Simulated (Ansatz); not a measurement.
Bulk crystal (Ag) after relaxation:

```
Ag
1.0
     2.86706    0.00000    0.00000
    -1.43353    2.48295    0.00000
     0.00000    0.00000    4.69071
Ag
2
Direct
  0.33333 0.66667 0.25000
  0.66667 0.33333 0.75000
```

Miller indices refer to the conventional cell of P6_3/mmc (No. 194), a = 2.867 Å, b = 2.867 Å, c = 4.691 Å, α = 90.00°, β = 90.00°, γ = 120.00°.

Theory: Ansatz, DFT PBEsol, scalar-relativistic, plane waves, PAW. Cutoff 420 eV, Gaussian smearing of 0.10 eV, no spin polarisation. A dipole correction acts along the normal.

A relaxed slab with low-index faces, about a nanometre thick, has these properties:

```json
{
 "Surface energy (mean of both faces)": "1.03 J/m²",
 "Work function": "4.53 eV"
}
```

**Question.** Which low-index plane was cut?

**Answer.** The (001) plane.

The reference crystal is a form of Ag, which isn't its usual structure.